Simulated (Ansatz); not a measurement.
**VMoS4 (P-3m1) at 2 levels of theory**

One geometry, relaxed with PBE; plane waves with PAW potentials in Ansatz, scalar-relativistic. No spin polarisation. Gaps are the least over mesh and band path; pressure is positive in compression.

```xyz
6
Lattice="3.1882 0.0000 0.0000 -1.5941 2.7610 0.0000 0.0000 0.0000 13.5803" Properties=species:S:1:pos:R:3 pbc="T T T"
V     0.0000    0.0000    6.7902
Mo    0.0000    0.0000    0.0000
S     1.5941    0.9203    5.3252
S     1.5941    0.9203   11.9947
S     0.0000    1.8407    1.5856
S     0.0000    1.8407    8.2551
```

| level | cutoff (eV) | k mesh | gap (eV) | pressure (GPa) |
| --- | --- | --- | --- | --- |
| PBE | 420 | 12×12×4 | 0 | 0.0 |

Question: What comes out on the same cell with LDA?

Answer:
```
level  cutoff (eV)   k mesh  gap (eV)  pressure (GPa)
  LDA          420  12×12×4         0            -6.4
```

The cell holds layers, chains or molecules and no dispersion correction was added, so their binding is poorly described. Spin polarisation was left out, and a magnetic state may lie lower.

Another cell of VMoS4 relaxed alike, in P-6m2, lies 148 meV/atom lower, so this cell isn't the stable form at this level.

The cell was found from a structure generator's guess, not taken from experiment.
